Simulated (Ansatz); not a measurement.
SnPt3:
```yaml
crystal:
  lattice:
    - [3.97977, 0.00000, 0.00000]
    - [0.00000, 3.97977, 0.00000]
    - [0.00000, 0.00000, 3.97977]
  atoms:
    - { symbol: Sn, position: [0.00000, 0.00000, 0.00000] }
    - { symbol: Pt, position: [0.50000, 0.50000, 0.00000] }
    - { symbol: Pt, position: [0.00000, 0.50000, 0.50000] }
    - { symbol: Pt, position: [0.50000, 0.00000, 0.50000] }
```

Relaxed with LDA. Special points in fractions of this cell's reciprocal vectors: Γ (0.000, 0.000, 0.000); X (0.000, 0.500, 0.000); M (0.500, 0.500, 0.000); R (0.500, 0.500, 0.500).

List the band energies nearest the Fermi level at these points for LDA in the plane-wave PAW code Ansatz.

In eV from the Fermi level; about four levels below and three above (degenerate sets whole), none deeper than 8.9 eV; points with the same levels are listed once.

| k | below | above |
|---|---|---|
| Γ | -1.34 -1.34 -1.34 -1.26 -1.26 -0.39 | 0.15 0.15 0.15 |
| X | -2.56 -2.56 -2.42 -1.15 | 0.16 1.80 3.95 3.95 |
| M | -2.67 -2.13 -1.97 -1.59 | 0.94 0.94 5.14 |
| R | -0.83 -0.31 -0.31 -0.31 | 0.93 3.70 3.70 3.70 |

Space group Pm-3m (Cu3Au type). The workflow started from a Materials Project entry (that database holds measured and hypothetical structures alike); the Crystallography Open Database files this formula in space group No. 221, but the cells were not matched. Its standing as an ambient phase is unchecked. Symmetry was held in the LDA relaxation; of distortions, only those at the zone centre were tested. No spin polarisation was allowed. Scalar-relativistic: spin–orbit coupling is off unless named, which matters more the heavier the elements.

Potentials: the later of the program's two PAW sets.
